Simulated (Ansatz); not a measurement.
ZnCu₂O₄ in space group I4_1/amd (No. 141; Zn on 4a, Cu on 8d, O on 16h) at seven volumes, LDA in the plane-wave PAW code Ansatz, shape and atoms relaxed at each. One row is withheld.

| V (Å³/atom) | P (GPa) |
|---|---|
| 9.449 | 12.61 |
| 9.760 | ? |
| 10.072 | 3.18 |
| 10.383 | 0.00 |
| 10.695 | -2.36 |
| 11.006 | -4.01 |
| 11.318 | -5.14 |

Question: Fit the shown pressures and predict the withheld one.

Answer: P = (3/2)B₀(x^(7/2) − x^(5/2))[1 + (3/4)(B′ − 4)(x − 1)] with x = (V₀/V)^(2/3). Least squares on the six rows gives V₀ = 10.384 Å³/atom, B₀ = 89.5 GPa, B′ = 8.86. At V = 9.760, x = 1.0422 and P = 7.24 GPa. The run itself gave 7.33 GPa.

The first step of the workflow began from a Materials Project structure, measured or hypothetical; the Crystallography Open Database copy checked does not list it. Whether it is the stable phase at ambient conditions was not checked. Symmetry was held in the LDA relaxation; of distortions, only those at the zone centre were tested. The run is not spin-polarised. No Hubbard U is applied.

Potentials: the later of the program's two PAW sets.
